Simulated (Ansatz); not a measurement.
Ba2CdB2O6:
```yaml
crystal:
  lattice:
    - [4.84794, 2.68747, 0.00000]
    - [-4.84794, 2.68747, 0.00000]
    - [-3.14664, 0.00000, 5.76128]
  atoms:
    - { symbol: Ba, position: [0.78944, 0.21056, 0.31277] }
    - { symbol: Ba, position: [0.21056, 0.78944, 0.68723] }
    - { symbol: Cd, position: [0.00000, 0.00000, 0.00000] }
    - { symbol: B, position: [0.43966, 0.56034, 0.24090] }
    - { symbol: B, position: [0.56034, 0.43966, 0.75910] }
    - { symbol: O, position: [0.74346, 0.70067, 0.27400] }
    - { symbol: O, position: [0.25654, 0.29933, 0.72600] }
    - { symbol: O, position: [0.70067, 0.74346, 0.72600] }
    - { symbol: O, position: [0.29933, 0.25654, 0.27400] }
    - { symbol: O, position: [0.28160, 0.71840, 0.17291] }
    - { symbol: O, position: [0.71840, 0.28160, 0.82709] }
```

Plane-wave PAW r²SCAN (Ansatz code) gives a gap of 3.96 eV without spin–orbit coupling, maximum at Γ, minimum at Γ.

Q: What happens when spin–orbit coupling is switched on?

A: The gap is nearly the same, to 3.96 eV; maximum at Γ, minimum at Γ.

Q: Give the electron effective mass with spin–orbit coupling.

A: 0.38, 0.45, 0.60 mₑ (principal values).

Q: Give the hole effective mass with spin–orbit coupling.

A: 0.65, 3.2, 4.3 mₑ (principal values).

Space group C2/m. The workflow started from a Materials Project entry (that database holds measured and hypothetical structures alike); the Crystallography Open Database copy checked does not list it. Its standing as an ambient phase is unchecked. The r²SCAN relaxation kept the symmetry of its start; its stability against distortions is not shown here.

Potentials: the later of the program's two PAW sets.
